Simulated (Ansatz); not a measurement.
Structures of K₂H₃: which is lowest?

Plane-wave DFT in Ansatz with scalar-relativistic PAW potentials, cutoff 420 eV, Γ-centred meshes chosen by cell and gap, Gaussian smearing with energies taken to zero width. Every cell was relaxed (cell and atoms) in a run of its own, within the symmetry of its start. Functional: PBE.

Relaxed structures (starts from databases or built by putting these elements on another compound's sites):
A. P4/mbm, 10 atoms in the computed cell, a = 7.754 Å, c = 3.926 Å; sites (symmetry × multiplicity) K m.2m × 4, H 4/m.. × 2 + m.2m × 4; start: built
B. P-3m1, 5 atoms in the computed cell, a = 4.634 Å, c = 5.666 Å; sites (symmetry × multiplicity) K 3m. × 2, H -3m. × 1 + 3m. × 2; start: built

Problem. Rank them by energy. Could pressure change the order?

Solution.
| structure | group | E − E(lowest) (meV/atom) | V (Å³/atom) | gap on mesh (eV) |
| --- | --- | --- | --- | --- |
| A | P4/mbm | 0.0 | 23.61 | 0.00 |
| B | P-3m1 | 107 | 21.07 | 0.00 |

A is lowest, 107 meV/atom under B. B is denser by 2.54 Å³/atom, so pressure favours it: ΔE/ΔV, with ΔE in eV and 1 eV/Å³ = 160.2 GPa, gives about 7 GPa for equal enthalpy if both cells were rigid, a rough figure since the two compress differently. Other structures may lie lower than all of these, and vibrations aren't counted.